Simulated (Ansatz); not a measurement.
Relaxed TiC (rock salt):

```
TiC
1.0
    0.00000     2.14664     2.14664
    2.14664     0.00000     2.14664
    2.14664     2.14664     0.00000
C Ti
1 1
Cartesian
  0.00000   0.00000   0.00000
  2.14664   2.14664   2.14664
```

In this cell atom 2 (Ti, nearest neighbour C at 2.147 Å; its periodic images, 3.0 Å or more away, move with it) is moved by s along Cartesian [111], unit vector (0.577, 0.577, 0.577); all other atoms and the cell stay fixed.

These are PBEsol (plane waves to 420 eV, PAW, scalar-relativistic; Ansatz, a program for electronic structure) values and carry that method's errors. k mesh 15×15×15 (Γ-centred), Fermi-Dirac smearing 0.05 eV. Energies are smeared free energies. With partly filled bands, energies and forces of such displacements shift with the k mesh and the smearing. F∥ is the force on the atom along that direction. TiC is run without spin polarisation. TiC was relaxed with its symmetry unable to fall. The zero of ΔE is the undisplaced structure.

```
s (Å)   F∥ (eV/Å)  ΔE (eV/cell)
------  ---------  ------------
-0.430      3.821         0.827
-0.344      3.051             ?
-0.258      2.264         0.303
-0.172      1.539             ?
-0.086      0.832             ?
0.000       0.000         0.000
0.086      -0.832             ?
0.172      -1.539             ?
0.258      -2.264         0.303
0.344      -3.051             ?
0.430      -3.821         0.827
```

Task: Some entries are withheld; supply them.

Result: 
- -0.344, ΔE (eV/cell): 0.531
- -0.172, ΔE (eV/cell): 0.140
- -0.086, ΔE (eV/cell): 0.037
- 0.086, ΔE (eV/cell): 0.037
- 0.172, ΔE (eV/cell): 0.140
- 0.344, ΔE (eV/cell): 0.531

(A displaced cell: forces are minus the slopes of the energy, force constants its curvatures, and phonons follow from these.)
